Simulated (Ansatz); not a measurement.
Checking a converged run of Ni2Te2

We look at Ni2Te2: a molecule or cluster in a periodic box (not relaxed), with 4 atoms per cell.

Computed with DFT, PBE, norm-conserving potentials, plane waves, scalar-relativistic in Ansatz.

```yaml
crystal:
  lattice:
    - [10.0, 0.0, 0.0]
    - [0.0, 10.0, 0.0]
    - [0.0, 0.0, 10.0]
  atoms:
    - { symbol: Ni, position: [0.5, 0.5, 0.70173488], spin: 2 }
    - { symbol: Ni, position: [0.5, 0.5, 0.29826512], spin: -2 }
    - { symbol: Te, position: [0.65962402, 0.5, 0.5] }
    - { symbol: Te, position: [0.34037598, 0.5, 0.5] }
hamiltonian:
  xc: pbe
  pseudopotentials: { kind: nc }
kpoints:
  mp_grid: { grid: [1, 1, 1], shift: [0, 0, 0] }
magnetization:
  spin_polarized: true
scf:
  occupations: { method: fermi_dirac }
  mixing: { algorithm: broyden }
```

Settings in force: cutoff 1400 eV, smearing width 0.1 eV; Broyden mixing, default search for lower states.

The run converged after 35 iterations in all: opposed spins, site moments Ni1 0.49, Ni2 -0.49 μB, total 0.00 μB per cell.

Site moments are taken inside atomic spheres and don't add up to the total.

Question: Would you trust this as the ground state? If a lower solution is known, describe it.

Answer: No. A state 30.9 meV/atom (0.124 eV per cell) lower exists in this cell: parallel spins, site moments Ni1 -0.72, Ni2 -0.72 μB, total -2.01 μB per cell. It was reached from: standard search for lower states [Ni1 2.00, Ni2 -2.00 μB]; full search for lower states [Ni1 2.00, Ni2 -2.00 μB]. In that state's runs the program notes a lower state that it didn't reach. “Lowest” means lowest among the runs made. No run without spin polarisation was made.
